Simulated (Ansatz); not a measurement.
MgTi3N3O:
```yaml
crystal:
  lattice:
    - [2.99057, 0.00000, 0.00000]
    - [0.00000, 2.99057, 0.00000]
    - [0.00000, 0.00000, 8.65554]
  atoms:
    - { symbol: Ti, position: [0.00000, 0.00000, 0.76492] }
    - { symbol: N, position: [0.50000, 0.50000, 0.75006] }
    - { symbol: Ti, position: [0.50000, 0.50000, 0.00000] }
    - { symbol: N, position: [0.00000, 0.00000, 0.00000] }
    - { symbol: Ti, position: [0.00000, 0.00000, 0.23508] }
    - { symbol: N, position: [0.50000, 0.50000, 0.24994] }
    - { symbol: Mg, position: [0.50000, 0.50000, 0.50000] }
    - { symbol: O, position: [0.00000, 0.00000, 0.50000] }
```

Relaxed with PBE. Special points in fractions of this cell's reciprocal vectors: Γ (0.000, 0.000, 0.000); X (0.000, 0.500, 0.000); M (0.500, 0.500, 0.000); Z (0.000, 0.000, 0.500); R (0.000, 0.500, 0.500); A (0.500, 0.500, 0.500).

Question: List the band energies nearest the Fermi level at these points for plane-wave PAW PBE (Ansatz code).

Answer: In eV from the Fermi level; about four levels below and three above (degenerate sets whole), none deeper than 8.9 eV; points with the same levels are listed once.

```json
[
 {"k": "Γ", "below": "-1.91 -0.92 -0.17 -0.17", "above": "0.69 0.76 1.15"},
 {"k": "X", "below": "-4.96 -4.94 -4.32 -3.94", "above": "0.96 1.44 1.57"},
 {"k": "M", "below": "-3.57 -3.57 -3.28 -2.44 -2.44", "above": "0.80 0.80 1.60"},
 {"k": "Z", "below": "-2.31 -2.31 -1.93 -0.89", "above": "0.02 0.02 0.69"},
 {"k": "R", "below": "-5.09 -4.94 -4.02 -3.96", "above": "1.13 1.13 1.44"},
 {"k": "A", "below": "-4.23 -4.23 -3.57 -1.88 -1.88", "above": "0.41 0.41 2.13"}
]
```

Space group P4/mmm. The start of the workflow was typed in or built on a structure type; neither database checked (COD, Materials Project) lists it. Its standing as an ambient phase is unchecked. The cell was relaxed with PBE under the symmetry of its start; whether a distortion lowers the energy is not shown. The workflow began spin-polarised and lost its moments. The compound may be a true metal, but semilocal functionals without U, or a wrong spin order, can also close a gap.

Potentials: the earlier of the program's two PAW sets.
